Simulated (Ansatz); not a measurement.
C:
```
CELL_PARAMETERS angstrom
      3.56123     0.00000     0.00000
     -1.78062     3.08412     0.00000
      0.00000     0.00000     3.36390
ATOMIC_POSITIONS crystal
  C  0.23246 0.46491 0.25000
  C  0.53509 0.76754 0.58333
  C  0.23246 0.76754 0.91667
  C  0.76754 0.53509 0.75000
  C  0.46491 0.23246 0.08333
  C  0.76754 0.23246 0.41667
```

Tensor components refer to the Cartesian frame of this cell.

### Question
Give the proper piezoelectric stress tensor with relaxed ions from r²SCAN in the plane-wave PAW code Ansatz.

### Answer
In C/m², rows x, y, z, Voigt columns; mesh uncertainty up to 0.00.
```
 0.00   0.00   0.00  -0.11   0.00   0.00
 0.00   0.00   0.00   0.00   0.11   0.00
 0.00   0.00   0.00   0.00   0.00   0.00
```

The elastic tensor of the same run (GPa):

|  | 1 | 2 | 3 | 4 | 5 | 6 |
|---|---|---|---|---|---|---|
| 1 | 954 | 177 | 119 | 0.0 | 0.0 | 0.0 |
| 2 | 177 | 954 | 119 | 0.0 | 0.0 | 0.0 |
| 3 | 119 | 119 | 901 | 0.0 | 0.0 | 0.0 |
| 4 | 0.0 | 0.0 | 0.0 | 520 | 0.0 | 0.0 |
| 5 | 0.0 | 0.0 | 0.0 | 0.0 | 520 | 0.0 |
| 6 | 0.0 | 0.0 | 0.0 | 0.0 | 0.0 | 389 |

### Question
Convert to strain constants d = e·S.

### Answer
In pC/N:
```
 0.0   0.0   0.0  -0.2   0.0   0.0
 0.0   0.0   0.0   0.0   0.2   0.0
 0.0   0.0   0.0   0.0   0.0   0.0
```

Space group P6_122. The start of the workflow was typed in or built on a structure type; neither database checked (COD, Materials Project) lists it. It is not the phase usual at ambient conditions (space group No. 194, 227). Symmetry was held in the r²SCAN relaxation; whether a distortion lowers the energy is not shown. Signs of piezoelectric constants follow the polarity of the cell as given.

Potentials: the earlier of the program's two PAW sets.
